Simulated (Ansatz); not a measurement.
Run on YAu: DFT, PBEsol, all-electron LAPW, scalar-relativistic (Ansatz 0.2.0).

The base volume is that of a database entry, with shape and atoms relaxed on PAW files at held volume, so it needn't be at zero pressure; the structure needn't be the stable phase, at rest or compressed.

Command: `ansatz run input.yaml --threads 1 --pin off --max-ram 2048MiB --backend cpu --events-out ev --progress --plain --runs-dir out` It took 10 s on 1 thread of AMD EPYC 9B45 (Zen 5), with other jobs on the host, peak memory 0.42 GiB.

```yaml
crystal:
  lattice:
    - [3.559, 0.0, 0.0]
    - [0.0, 3.559, 0.0]
    - [0.0, 0.0, 3.559]
  atoms:
    - { symbol: "Y", position: [0.5, 0.5, 0.5] }
    - { symbol: Au, position: [0.0, 0.0, 0.0] }
kpoints:
  mp_grid: { grid: [10, 10, 10] }
  band_path:
    path:
      - [0.0, 0.0, 0.0]
      - [0.0, 0.5, 0.0]
      - [0.5, 0.5, 0.0]
      - [0.0, 0.0, 0.0]
      - [0.5, 0.5, 0.5]
      - [0.0, 0.5, 0.0]
      - [0.5, 0.5, 0.5]
      - [0.5, 0.5, 0.0]
    npoints: 14
scf:
  occupations: { method: fermi_dirac, width: 0.05 }
hamiltonian:
  xc: pbesol
  pseudopotentials: { kind: all_electron, lapw: { basis_error: 0.001 } }
output:
  forces: true
  stress: true
  eigenvalues: true
  populations: true
```

Output:

```
Y: projections on atomic orbitals take those of the free atom 1s2 2s2 2p6 3s2 3p6 3d10 4s2 4p6 4d1 5s2, of charge +0.00 (hamiltonian.pseudopotentials.projection_atoms)
Au: projections on atomic orbitals take those of the free atom 1s2 2s2 2p6 3s2 3p6 3d10 4s2 4p6 4d10 4f14 5s2 5p6 5d10 6s1, of charge +0.00 (hamiltonian.pseudopotentials.projection_atoms)
LAPW: plane waves up to 7.124 Å⁻¹, error target 1.0e-3 eV per atom; small_component_spin mean_spin; Y in spheres of 1.477 Å, 27 of its electrons in bands, Dirac shells []; Au in spheres of 1.605 Å, 33 of its electrons in bands, Dirac shells [] (how accurate: hamiltonian.pseudopotentials.lapw.basis_error, Limitations)
Engine: ansatz 0.2.0
Pseudopotentials: kind: all_electron
Pseudopotential: Y, LAPW, valence charge 27, lapw/all_electron/scalar/gaussian/Y, Koelling and Harmon's equation, gaussian nucleus
Pseudopotential: Au, LAPW, valence charge 33, lapw/all_electron/scalar/gaussian/Au, Koelling and Harmon's equation, gaussian nucleus
Functional definition: PBEsol
  exchange = pbesol_x
  correlation = pbesol_c
Crystal: 2 atoms, lattice volume = 45.080 Å³
Basis set: ecut = 193.34964866837413 eV, 257 PW (Γ), exchange–correlation at level 2
Bands: 36, of which v1, the nominal top of the filled ones, is band 30 counted from 1 (29 counted from 0)
Symmetry: 48 space group operations
Space group: Pm-3m (ITA 221), of the structure as read, at distance tolerance 3.6e-5 Å
k-points: 56 of 1000
Non-local potential: Y, projectors of the file, none
Non-local potential: Au, projectors of the file, none
Initial density: superposition of atomic densities (chi_scale 0.1, normalization cell, long waves kept (reshape's long-wave potential 0.00 eV rms))
Initial wavefunctions: plane waves of lowest kinetic energy (no species holds an atomic orbital)
Functional: x = pbesol(κ = 0.804, μ = 0.12345679012345678), c = pbesol(β = 0.046)
iter 1 solved again at ethr=3.87e-4 eV; its pass at ethr=1.00e-1 eV (dr2=2.32e-1 eV) is discarded
SCF iter   1: F=—  HF=-609151.114039 eV  |F-HF|=—  |Δ(HF+E_count)|=         —  Δρ=2.24e-2  dr2=2.32e-1  ethr=3.87e-4  ⟨swp⟩=2.6  Hψ=12532  notcnv=0
preconditioner: auto → Kerker (q_TF=auto, 2.861 Å⁻¹)  [metal: Δε(μ)=0.086 eV  Ē_g=12.888 eV  σ=0.050 eV  W_gap=0.36  n_scr=18 (ndim 8)  ℏωp=24.7 eV  f_vac=0.000  D(μ)=1.72/eV (n_scr^D=18)]
SCF iter   2: F=—  HF=-609150.826577 eV  |F-HF|=—  |Δ(HF+E_count)|=   2.87e-1  Δρ=2.12e-2  dr2=4.76e-1  ethr=3.87e-4  ⟨swp⟩=3.0  Hψ=6821  notcnv=0
SCF iter   3: F=—  HF=-609150.195880 eV  |F-HF|=—  |Δ(HF+E_count)|=   6.31e-1  Δρ=1.08e-2  dr2=1.13e-1  ethr=3.87e-4  ⟨swp⟩=2.2  Hψ=6227  notcnv=0
SCF iter   4: F=—  HF=-609150.163857 eV  |F-HF|=—  |Δ(HF+E_count)|=         —  Δρ=4.91e-3  dr2=2.43e-2  ethr=1.89e-4  ⟨swp⟩=2.0  Hψ=5936  notcnv=0
the basis was enlarged: its passes take 167.6 KiB over the memory plan, 1 of 1 planned eigensolver slots
SCF iter   5: F=—  HF=-609150.160299 eV  |F-HF|=—  |Δ(HF+E_count)|=   3.56e-3  Δρ=2.56e-3  dr2=6.46e-3  ethr=4.06e-5  ⟨swp⟩=2.0  Hψ=6057  notcnv=0
SCF iter   6: F=—  HF=-609150.159782 eV  |F-HF|=—  |Δ(HF+E_count)|=   5.17e-4  Δρ=1.28e-3  dr2=2.07e-3  ethr=1.08e-5  ⟨swp⟩=2.0  Hψ=6066  notcnv=0
SCF iter   7: F=—  HF=-609150.159501 eV  |F-HF|=—  |Δ(HF+E_count)|=   2.81e-4  Δρ=8.46e-4  dr2=8.29e-4  ethr=3.45e-6  ⟨swp⟩=2.0  Hψ=6067  notcnv=0
iter 8 solved again at ethr=7.29e-8 eV; its pass at ethr=1.38e-6 eV (dr2=4.38e-5 eV) is discarded
SCF iter   8: F=—  HF=-609150.159072 eV  |F-HF|=—  |Δ(HF+E_count)|=   4.29e-4  Δρ=2.47e-4  dr2=4.37e-5  ethr=7.29e-8  ⟨swp⟩=2.0  Hψ=10216  notcnv=0
SCF iter   9: F=—  HF=-609150.159061 eV  |F-HF|=—  |Δ(HF+E_count)|=   1.04e-5  Δρ=1.04e-4  dr2=5.36e-6  ethr=7.29e-8  ⟨swp⟩=2.0  Hψ=6069  notcnv=0
SCF iter  10: F=—  HF=-609150.159060 eV  |F-HF|=—  |Δ(HF+E_count)|=   1.77e-6  Δρ=3.13e-5  dr2=8.53e-7  ethr=8.94e-9  ⟨swp⟩=2.1  Hψ=6072  notcnv=0
SCF iter  11: F=—  HF=-609150.159059 eV  |F-HF|=—  |Δ(HF+E_count)|=   1.52e-7  Δρ=1.13e-5  dr2=1.08e-7  ethr=1.42e-9  ⟨swp⟩=2.0  Hψ=6069  notcnv=0
SCF iter  12: F=-609150.159059 eV  HF=-609150.159059 eV  |F-HF|=1.05e-9  |Δ(HF+E_count)|=   2.34e-8  Δρ=3.11e-6  dr2=6.16e-9  ethr=1.79e-10  ⟨swp⟩=2.0  Hψ=6069  notcnv=0
SCF 1 converged in 12 iterations: F = -609150.159059 eV  dr2 = 6.16e-9
NSCF: frozen V_eff on 99 k-points
SCF converged after 12 iterations
Free energy (F): -609150.159059 eV
Harris-Foulkes:  -609150.159059 eV  (|F-HF|=1.05e-9)
Internal energy: -609150.152077 eV  (E = F + TS)
E sigma→0 (E₀):  -609150.155568 eV
Entropy (-TS):   -0.006982 eV (-3.491 meV/atom)
Fermi energy:    17.794229 eV
--- Per-component energies (eV) ---
  E_band       = -4026.745680
  E_kinetic    = 684242.799038
  E_xc         = -12702.004921
  E_electrostatic = -1280690.946194  (all electrons and nuclei)
  E_smearing   = -0.006982  (= −TS)
  E_closure    = 0.000000  (closes the sum)
  E_atoms      = -609139.535640  (free atoms, spherical and without spin; not in F)
  Σ components = -609150.159059   (vs F -609150.159059, Δ=0.00e0)
  Basis errors (estimates in eV, not in F): energy 2.2e-4 per atom: plane waves 1.9e-4 (9.6e-5 summed), levels above the bands 1.9e-52, relativity 2.5e-9, radial functions 3.1e-5, core shells 4.6e-7; eigenvalues (radial functions only) 2.2e-6; not estimated: angular momenta, meshes, grids; target (lapw.basis_error) 1.0e-3; muffin-tin radii Y 1.477 Å, Au 1.605 Å
--- Forces (eV/Å), atoms counted from 1 ---
  atom   1  Y     -0.00000000    -0.00000000    -0.00000000
  atom   2  Au    -0.00000000     0.00000000     0.00000000
  max |Σ_I F_I| component: 8.22e-30 eV/Å
--- Stress (GPa, compression-positive) ---
       -0.544803       0.000000       0.000000
        0.000000      -0.544803       0.000000
        0.000000       0.000000      -0.544803
  P = ⅓ Tr σ = -0.5448 GPa (-5.448 kbar)
--- Band table (eV; the first three rows and the last of 56) ---
  k-point 0: bands = ["-263.2646", "-263.2646", "-263.2646", "-128.1425", "-128.1425", "-128.1350", "-128.1350", "-128.1350", "-88.3592", "-61.4648", "-61.4540", "-61.4540", "-61.4540", "-61.4456", "-61.4456", "-61.4456", "-39.7105", "-39.7105", "-39.7105", "-25.0812", "-4.9579", "-4.9579", "-4.9579", "10.2092", "12.1289", "12.1289", "13.3783", "13.3783", "13.3783", "18.7139", "18.7139", "22.3135", "22.3135", "22.3135", "23.4902", "23.4902"]
  k-point 1: bands = ["-263.2646", "-263.2646", "-263.2646", "-128.1425", "-128.1425", "-128.1350", "-128.1350", "-128.1350", "-88.3591", "-61.4648", "-61.4540", "-61.4540", "-61.4540", "-61.4456", "-61.4456", "-61.4456", "-39.7112", "-39.7104", "-39.7104", "-25.0787", "-4.9948", "-4.9557", "-4.9557", "10.3746", "12.1676", "12.2154", "13.3612", "13.3612", "13.3935", "18.6286", "18.7102", "21.5407", "21.5407", "22.2606", "22.8627", "24.4219"]
  k-point 2: bands = ["-263.2646", "-263.2646", "-263.2646", "-128.1425", "-128.1425", "-128.1350", "-128.1350", "-128.1350", "-88.3591", "-61.4648", "-61.4540", "-61.4540", "-61.4540", "-61.4456", "-61.4456", "-61.4456", "-39.7132", "-39.7103", "-39.7103", "-25.0719", "-5.0899", "-4.9499", "-4.9499", "10.8450", "12.2730", "12.4580", "13.3178", "13.3178", "13.4336", "18.4019", "18.4403", "20.5714", "20.5714", "22.0252", "22.1232", "25.8755"]
  k-point 55: bands = ["-263.2646", "-263.2646", "-263.2646", "-128.1425", "-128.1425", "-128.1350", "-128.1350", "-128.1350", "-88.3588", "-61.4648", "-61.4540", "-61.4540", "-61.4540", "-61.4456", "-61.4456", "-61.4456", "-39.7169", "-39.7169", "-39.7169", "-25.0069", "-5.2309", "-5.2309", "-5.2309", "12.7995", "12.7995", "12.7995", "14.1158", "14.1158", "16.0211", "16.0211", "16.0211", "17.7837", "23.2954", "23.2954", "24.7980", "24.7980"]
--- Löwdin populations: 2 sites ---
  site symbol       q [e]
     0      Y     39.1082
     1     Au     78.6574
  spilling = 0.001987 (of n_electrons = 118.000000)
```

populations.tsv:

```
# site	symbol	l	j	q
# orbitals = lowdin
# n_electrons = 118.000000
# spilling = 0.001987
# projection_atom_Y: 1s2 2s2 2p6 3s2 3p6 3d10 4s2 4p6 4d1 5s2
# projection_atom_Au: 1s2 2s2 2p6 3s2 3p6 3d10 4s2 4p6 4d10 4f14 5s2 5p6 5d10 6s1
0	Y	0_1S	-	1.999998
0	Y	0_2S	-	1.999911
0	Y	0_3S	-	1.998306
0	Y	0_4S	-	1.966221
0	Y	0_5S	-	0.889210
0	Y	1_2P	-	5.999999
0	Y	1_3P	-	5.999938
0	Y	1_4P	-	5.985391
0	Y	2_3D	-	9.999983
0	Y	2_4D	-	2.269226
1	Au	0_1S	-	1.999999
1	Au	0_2S	-	1.999980
1	Au	0_3S	-	1.999760
1	Au	0_4S	-	1.997671
1	Au	0_5S	-	1.970595
1	Au	0_6S	-	1.128877
1	Au	1_2P	-	6.000000
1	Au	1_3P	-	5.999998
1	Au	1_4P	-	5.999910
1	Au	1_5P	-	5.991619
1	Au	2_3D	-	10.000000
1	Au	2_4D	-	9.999984
1	Au	2_5D	-	9.569015
1	Au	3_4F	-	13.999982
```

Next run (volume at 0.55 of the series' base cell), as changes to the input before:

```diff
   lattice:
-    - [3.559, 0.0, 0.0]
-    - [0.0, 3.559, 0.0]
-    - [0.0, 0.0, 3.559]
+    - [2.9159644021, 0.0, 0.0]
+    - [0.0, 2.9159644021, 0.0]
+    - [0.0, 0.0, 2.9159644021]
   atoms:
-    npoints: 14
+    npoints: 6
 scf:
```

Command: `ansatz run input.yaml --threads 1 --pin off --max-ram 2048MiB --backend cpu --events-out ev --progress --plain --runs-dir out` It took 10 s on 1 thread of AMD EPYC 9B45 (Zen 5), on a shared host, peak memory 0.46 GiB.

Results part of the output:

```
SCF 1 converged in 10 iterations: F = -609142.787696 eV  dr2 = 6.38e-9
NSCF: frozen V_eff on 43 k-points
SCF converged after 10 iterations
Free energy (F): -609142.787696 eV
Harris-Foulkes:  -609142.787696 eV  (|F-HF|=7.68e-9)
Internal energy: -609142.778921 eV  (E = F + TS)
E sigma→0 (E₀):  -609142.783308 eV
Entropy (-TS):   -0.008775 eV (-4.388 meV/atom)
Fermi energy:    34.837320 eV
--- Per-component energies (eV) ---
  E_band       = -6610.616491
  E_kinetic    = 684329.875882
  E_xc         = -12720.526031
  E_electrostatic = -1280752.128771  (all electrons and nuclei)
  E_smearing   = -0.008775  (= −TS)
  E_closure    = 0.000000  (closes the sum)
  E_atoms      = -609139.535640  (free atoms, spherical and without spin; not in F)
  Σ components = -609142.787696   (vs F -609142.787696, Δ=0.00e0)
  Basis errors (estimates in eV, not in F): energy 2.6e-4 per atom: plane waves 2.3e-4 (1.2e-4 summed), levels above the bands 8.4e-121, relativity 4.4e-8, radial functions 2.4e-5, core shells 1.6e-7; eigenvalues (radial functions only) 6.2e-6; not estimated: angular momenta, meshes, grids; target (lapw.basis_error) 1.0e-3; muffin-tin radii Y 1.187 Å, Au 1.339 Å
--- Forces (eV/Å), atoms counted from 1 ---
  atom   1  Y     -0.00000000    -0.00000000    -0.00000000
  atom   2  Au    -0.00000000     0.00000000    -0.00000000
  max |Σ_I F_I| component: 1.55e-29 eV/Å
--- Stress (GPa, compression-positive) ---
      197.247025       0.000000       0.000000
        0.000000     197.247025       0.000000
        0.000000       0.000000     197.247025
  P = ⅓ Tr σ = 197.2470 GPa (1972.470 kbar)
--- Band table (eV; the first three rows and the last of 56) ---
  k-point 0: bands = ["-326.1878", "-290.5904", "-290.5904", "-290.5904", "-290.5850", "-290.5850", "-244.1392", "-244.1392", "-244.1392", "-109.0027", "-109.0027", "-109.0027", "-109.0013", "-109.0013", "-73.7221", "-46.5796", "-46.5738", "-46.5738", "-46.5738", "-46.5697", "-46.5697", "-46.5697", "-25.1839", "-25.1839", "-25.1839", "-7.5289", "13.0705", "13.0705", "13.0705", "23.9965", "23.9965", "24.5478", "27.7347", "27.7347", "27.7347", "35.9663", "35.9663", "42.7161", "42.7161", "42.7161", "44.4605", "44.4605", "44.4605", "48.4816"]
  k-point 1: bands = ["-326.1878", "-290.5904", "-290.5904", "-290.5904", "-290.5850", "-290.5850", "-244.1392", "-244.1392", "-244.1392", "-109.0027", "-109.0027", "-109.0027", "-109.0013", "-109.0013", "-73.7217", "-46.5796", "-46.5738", "-46.5737", "-46.5737", "-46.5698", "-46.5697", "-46.5697", "-25.1963", "-25.1828", "-25.1828", "-7.4936", "12.7582", "13.0672", "13.0672", "24.0884", "24.3034", "24.9478", "27.7430", "27.7430", "27.7772", "35.5973", "36.1492", "40.9627", "40.9627", "42.4803", "43.7031", "46.3023", "46.3023", "48.7832"]
  k-point 2: bands = ["-326.1878", "-290.5904", "-290.5904", "-290.5904", "-290.5850", "-290.5850", "-244.1392", "-244.1392", "-244.1392", "-109.0027", "-109.0027", "-109.0027", "-109.0013", "-109.0012", "-73.7208", "-46.5796", "-46.5738", "-46.5737", "-46.5737", "-46.5699", "-46.5697", "-46.5697", "-25.2285", "-25.1799", "-25.1799", "-7.3997", "12.0199", "13.0581", "13.0581", "24.3459", "25.1237", "25.9844", "27.7793", "27.7793", "27.8915", "34.6873", "36.4665", "38.8750", "38.8750", "41.8968", "42.2633", "48.5200", "48.5200", "49.4698"]
  k-point 55: bands = ["-326.1878", "-290.5904", "-290.5904", "-290.5904", "-290.5850", "-290.5850", "-244.1392", "-244.1392", "-244.1392", "-109.0027", "-109.0027", "-109.0027", "-109.0011", "-109.0011", "-73.7109", "-46.5798", "-46.5735", "-46.5735", "-46.5735", "-46.5701", "-46.5701", "-46.5701", "-25.2763", "-25.2763", "-25.2763", "-6.6619", "11.1192", "11.1192", "11.1192", "28.0093", "28.0093", "28.0093", "29.7292", "29.7292", "30.4134", "30.4134", "30.4134", "36.7490", "44.4841", "44.4841", "48.1206", "48.1206", "48.1206", "51.5502"]
--- Löwdin populations: 2 sites ---
  site symbol       q [e]
     0      Y     39.8127
     1     Au     78.0707
  spilling = 0.000988 (of n_electrons = 118.000000)
```

Next run (volume at 0.45 of the series' base cell), as changes to the input before:

```diff
   lattice:
-    - [2.9159644021, 0.0, 0.0]
-    - [0.0, 2.9159644021, 0.0]
-    - [0.0, 0.0, 2.9159644021]
+    - [2.7272952699, 0.0, 0.0]
+    - [0.0, 2.7272952699, 0.0]
+    - [0.0, 0.0, 2.7272952699]
   atoms:
```

Command: `ansatz run input.yaml --threads 1 --pin off --max-ram 2048MiB --backend cpu --events-out ev --progress --plain --runs-dir out` It took 10 s on 1 thread of AMD EPYC 9B45 (Zen 5), on a shared host, peak memory 0.46 GiB.

Results part of the output:

```
SCF 1 converged in 9 iterations: F = -609134.713723 eV  dr2 = 2.22e-8
NSCF: frozen V_eff on 43 k-points
SCF converged after 9 iterations
Free energy (F): -609134.713723 eV
Harris-Foulkes:  -609134.713723 eV  (|F-HF|=1.19e-8)
Internal energy: -609134.706433 eV  (E = F + TS)
E sigma→0 (E₀):  -609134.710078 eV
Entropy (-TS):   -0.007289 eV (-3.645 meV/atom)
Fermi energy:    43.070545 eV
--- Per-component energies (eV) ---
  E_band       = -6064.916490
  E_kinetic    = 684384.003367
  E_xc         = -12730.597546
  E_electrostatic = -1280788.112254  (all electrons and nuclei)
  E_smearing   = -0.007289  (= −TS)
  E_closure    = 0.000000  (closes the sum)
  E_atoms      = -609139.535640  (free atoms, spherical and without spin; not in F)
  Σ components = -609134.713723   (vs F -609134.713723, Δ=0.00e0)
  Basis errors (estimates in eV, not in F): energy 2.8e-4 per atom: plane waves 2.5e-4 (1.3e-4 summed), levels above the bands 6.4e-118, relativity 4.9e-8, radial functions 3.5e-5, core shells 1.2e-6; eigenvalues (radial functions only) 4.6e-6; not estimated: angular momenta, meshes, grids; target (lapw.basis_error) 1.0e-3; muffin-tin radii Y 1.107 Å, Au 1.255 Å
--- Forces (eV/Å), atoms counted from 1 ---
  atom   1  Y     -0.00000000     0.00000000    -0.00000000
  atom   2  Au    -0.00000000     0.00000000     0.00000000
  max |Σ_I F_I| component: 1.87e-29 eV/Å
--- Stress (GPa, compression-positive) ---
      403.198540       0.000000       0.000000
        0.000000     403.198540       0.000000
        0.000000       0.000000     403.198540
  P = ⅓ Tr σ = 403.1985 GPa (4031.985 kbar)
--- Band table (eV; the first three rows and the last of 56) ---
  k-point 0: bands = ["-317.6626", "-283.2463", "-283.2463", "-283.2463", "-283.2429", "-283.2429", "-235.6168", "-235.6168", "-235.6168", "-100.4757", "-100.4757", "-100.4757", "-100.4685", "-100.4685", "-66.6119", "-39.2563", "-39.2507", "-39.2507", "-39.2507", "-39.2469", "-39.2469", "-39.2469", "-18.1545", "-18.1545", "-18.1545", "-0.2509", "21.0611", "21.0611", "21.0611", "29.4971", "29.4971", "32.5653", "34.6727", "34.6727", "34.6727", "44.1007", "44.1007", "52.2798", "52.2798", "52.2798", "54.8623", "54.8623", "54.8623", "56.3815"]
  k-point 1: bands = ["-317.6626", "-283.2463", "-283.2463", "-283.2463", "-283.2429", "-283.2429", "-235.6168", "-235.6168", "-235.6168", "-100.4757", "-100.4757", "-100.4757", "-100.4685", "-100.4684", "-66.6108", "-39.2563", "-39.2507", "-39.2507", "-39.2507", "-39.2470", "-39.2469", "-39.2469", "-18.1840", "-18.1518", "-18.1518", "-0.1765", "20.4959", "21.0342", "21.0342", "29.6146", "29.9840", "33.1124", "34.7217", "34.7217", "34.7317", "43.5250", "44.3870", "50.2044", "50.2044", "51.9023", "54.0180", "56.4790", "56.4790", "57.0127"]
  k-point 2: bands = ["-317.6626", "-283.2463", "-283.2463", "-283.2463", "-283.2429", "-283.2429", "-235.6168", "-235.6168", "-235.6168", "-100.4757", "-100.4757", "-100.4757", "-100.4685", "-100.4684", "-66.6080", "-39.2563", "-39.2508", "-39.2505", "-39.2505", "-39.2475", "-39.2468", "-39.2468", "-18.2605", "-18.1446", "-18.1446", "0.0233", "19.2445", "20.9630", "20.9630", "29.9460", "31.2070", "34.4493", "34.8801", "34.8801", "34.8910", "42.1771", "45.0936", "47.5959", "47.5959", "50.9995", "52.2267", "58.1140", "58.1140", "58.4632"]
  k-point 55: bands = ["-317.6626", "-283.2463", "-283.2463", "-283.2463", "-283.2429", "-283.2429", "-235.6168", "-235.6168", "-235.6168", "-100.4758", "-100.4758", "-100.4758", "-100.4680", "-100.4680", "-66.5792", "-39.2568", "-39.2499", "-39.2499", "-39.2499", "-39.2480", "-39.2480", "-39.2480", "-18.3577", "-18.3577", "-18.3577", "1.4551", "17.6717", "17.6717", "17.6717", "36.1317", "36.1317", "36.1317", "37.4458", "37.4458", "37.5059", "37.5059", "37.5059", "46.2094", "54.2968", "54.2968", "59.0852", "59.0852", "59.0852", "61.7684"]
--- Löwdin populations: 2 sites ---
  site symbol       q [e]
     0      Y     40.0350
     1     Au     77.8386
  spilling = 0.001071 (of n_electrons = 118.000000)
```

Spin–orbit coupling is left out, which matters for the heavy atoms.
